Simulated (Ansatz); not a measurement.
## Is this Al₂P₃ structure a true minimum?

The cell was found from a structure generator's guess, not taken from experiment.

Computed with DFT PBE, scalar-relativistic, plane waves, PAW in Ansatz 0.2.0. Plane waves to 420 eV, a k mesh through Γ of 6×6×12 on the computed 10-atom cell and Gaussian smearing (0.10 eV); no spin polarisation.

The cell below (10 atoms, space group P4/mbm (No. 127)) is relaxed within its symmetry.

```
Al P
1.0
     7.16327    0.00000    0.00000
     0.00000    7.16327    0.00000
     0.00000    0.00000    3.00098
Al P
4 6
Cartesian
  6.0693 2.4877 0.0000
  4.6756 6.0693 0.0000
  1.0940 4.6756 0.0000
  2.4877 1.0940 0.0000
  3.5816 3.5816 0.0000
  0.0000 0.0000 0.0000
  4.6226 1.0410 1.5005
  6.1223 4.6226 1.5005
  2.5406 6.1223 1.5005
  1.0410 2.5406 1.5005
```

For the test it was strained at random (σ = 1.5 % a component), the atoms were moved at random (σ = 0.05 Å), and all was relaxed again on a coarse 8×4×4 mesh (in the run’s order of axes) with 0.20 eV smearing, with no symmetry imposed.

**Question.** Does it come back?

**Answer.** It doesn't return. The energy falls by 370 meV/atom on that mesh, the volume changes by 16.5 %, and the end has space group P1 (No. 1) at a loose tolerance. Relaxed again on a 12×6×6 mesh with 0.10 eV smearing, the new structure lies 361 meV/atom below the first (mesh in the axes of the run's cell; the cell below is made exact in the group named). Space group P1 (No. 1), triclinic, a = 3.403 Å, b = 6.353 Å, c = 8.580 Å, α = 89.2°, β = 87.3°, γ = 75.7°. Al on its first site is surrounded by 3 P at 2.36–2.50 Å and 1 P at 2.64 Å; around Al on its second site lie 4 P at 2.36–2.42 Å; around Al on its third site lie 6 P at 2.49–2.65 Å; P on its first site has 2 P at 2.34 Å, 1 Al at 2.41 Å and 1 Al at 2.65 Å; 6 more sites not described.

```
Al P
1.0
     3.40250    0.00000    0.00000
     1.56516    6.15686    0.00000
     0.41098    0.02630    8.57035
Al P
4 6
Direct
  0.32415 0.68858 0.79324
  0.75502 0.21829 0.70758
  0.70982 0.29166 0.09749
  0.37140 0.84276 0.42061
  0.61576 0.41754 0.46758
  0.96937 0.88221 0.03063
  0.82589 0.85947 0.61838
  0.18817 0.34574 0.88024
  0.21237 0.24114 0.33010
  0.52806 0.71261 0.15416
```
